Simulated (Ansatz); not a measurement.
BaAl2Ge2:
```yaml
crystal:
  lattice:
    - [-2.12439, 2.12439, 6.22888]
    - [2.12439, -2.12439, 6.22888]
    - [2.12439, 2.12439, -6.22888]
  atoms:
    - { symbol: Ge, position: [0.36980, 0.36980, 0.00000] }
    - { symbol: Ge, position: [0.63020, 0.63020, 0.00000] }
    - { symbol: Ba, position: [0.00000, 0.00000, 0.00000] }
    - { symbol: Al, position: [0.75000, 0.25000, 0.50000] }
    - { symbol: Al, position: [0.25000, 0.75000, 0.50000] }
```

Relaxed with PBEsol.

Task: Map the electron localisation function on the plane through (0.370, 0.370, 0.000) spanned by u = [1, 1, 0] and v = [1, 0, 1] in lattice vectors, from DFT-PBEsol in the program Ansatz with PAW potentials.

Result: x is the fraction of u, y of v (the angle between them is 90°; rows are the nearest grid lines); atoms in the plane: Ge at (0.00, 0.00), Ge at (0.26, 0.00), Ba at (0.63, 0.00), Al at (0.88, 0.50), Al at (0.38, 0.50).
```
|. -++-++=   .-==-:. +@@.  #@%. .:-==-: .|
|  -++-++=.  .-==-:. +@@-  %@#. .:-==-:  |
| .=++-=*+:  :=++=:. -@@#:=@@*. .:-=+=-. |
|:-+*+-=*+=::==*+=-: :%@@%%@@=  .:=+*+=-:|
|=++*+:-**+==+*#*+-:..+@@@@@#:  :-=+*#+==|
|+***=::+#*++*%##+=-: :#@@@%=. .:-+*#%#*+|
|###+:.:=*###%%%*===- .-*##=. .:-==+#%%##|
|#*+-...:+*##%%#-:-==. .:-:.  .-==::+%%%#|
|*+=:.  .-=*#%#:  :++:.      .:=+-  .*%#*|
|+=:.   .:-+*#=   .++:.     .:-+*-   :##+|
|+-:.    .:=+*: .. +*-..    .:=+*: :. +*+|
|+-:.    .:=+*: .. +*-..    .:=+*: :. +*+|
|+=:.   .:-+*#=   .++:.     .:-+*-   :##+|
|*+=:.  .-=*#%#:  :++:.      .:=+-  .*%#*|
|#*+-...:+*##%%#-:-==. .:-:.  .-==::+%%%#|
|###+:.:=*###%%%*===- .-*##=. .:-==+#%%##|
|+***=::+#*++*%##+=-: :#@@@%=. .:-+*#%#*+|
|=++*+:-**+==+*#*+-:..+@@@@@#:  :-=+*#+==|
|:-+*+-=*+=::==*+=-: :%@@%%@@=  .:=+*+=-:|
| .=++-=*+:  :=++=:. -@@*:=@@*. .:-=+=-. |
|  -+*-++=.  .-==-:. +@@-  %@#. .:-==-:  |
|. -++-++=   .-==-:. +@@.  #@%. .:-==-: .|
```
Scale: ten equal steps from -0.001 (start of ' ') to 0.880 (end of '@'), in the order ' .:-=+*#%@'; x runs from 0.000 to 1.00, y from 0.000 (bottom) to 1.00 (top).

The density is the valence pseudo-density with augmentation charge, so density and ELF within about 1 Å of a nucleus are not all-electron values.

Space group I4/mmm. The workflow started from an entry of the Crystallography Open Database (COD), which files this formula under 2 space groups. Its standing as an ambient phase is unchecked. The cell was relaxed with PBEsol under the symmetry of its start; whether a distortion lowers the energy is not shown. Scalar-relativistic: spin–orbit coupling is off unless named, which matters more the heavier the elements.

Potentials: the later of the program's two PAW sets.
